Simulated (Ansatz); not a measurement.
## Data sheet: InSb (DFT)

InSb:
```
CELL_PARAMETERS angstrom
      3.02518    -3.08711     0.00000
      3.02518     3.08711     0.00000
      0.00000     0.00000    18.49897
ATOMIC_POSITIONS crystal
  In 0.05747 0.94253 0.25000
  In 0.94253 0.05747 0.75000
  In 0.45572 0.54428 0.40889
  In 0.54428 0.45572 0.59111
  In 0.54428 0.45572 0.90889
  In 0.45572 0.54428 0.09111
  Sb 0.55558 0.44442 0.25000
  Sb 0.44442 0.55558 0.75000
  Sb 0.95449 0.04551 0.42409
  Sb 0.04551 0.95449 0.57591
  Sb 0.04551 0.95449 0.92409
  Sb 0.95449 0.04551 0.07591
```

Space group Cmcm (No. 63); conventional cell a = 6.050 Å, b = 6.174 Å, c = 18.499 Å, α = 90.00°, β = 90.00°, γ = 90.00°.

Method: plane-wave PAW r²SCAN (Ansatz code). The cell and atoms are relaxed at this level. Other levels are named where they apply.

**Cell and energy**

```
Item                                                           Result
-----------------------------------------------------  --------------
Volume per atom                                              28.79 Å³
Density                                                    6.82 g/cm³
Formation energy from the elements (no fitted shifts)  -0.066 eV/atom
```

**Electronic structure**

```
Quantity                                                                     Value
------------------------------------  --------------------------------------------
Electronic character                                             metallic (no gap)
Density of states at the Fermi level  0.40 states/eV per atom (mean over ±0.08 eV)
Gap with spin–orbit coupling                                       none (metallic)
```

**Mechanics**

```
Quantity                               Value
----------------------------------  --------
Bulk modulus (Birch–Murnaghan fit)  36.0 GPa
Pressure derivative B′                   3.9
```

**Charges**

```
Quantity                                        Value
-------------  --------------------------------------
Bader charges  In +0.42 to +0.45, Sb -0.56 to -0.36 e
```

The workflow started from a Materials Project entry (that database holds measured and hypothetical structures alike); the Crystallography Open Database copy checked does not list it. It is not the phase usual at ambient conditions (space group No. 216). Symmetry was held in the r²SCAN relaxation; whether a distortion lowers the energy is not shown. The references are the lowest solids computed at this level, not always the standard phases. Scalar-relativistic: spin–orbit coupling is off unless named, which matters more the heavier the elements.

Potentials: the later of the program's two PAW sets.
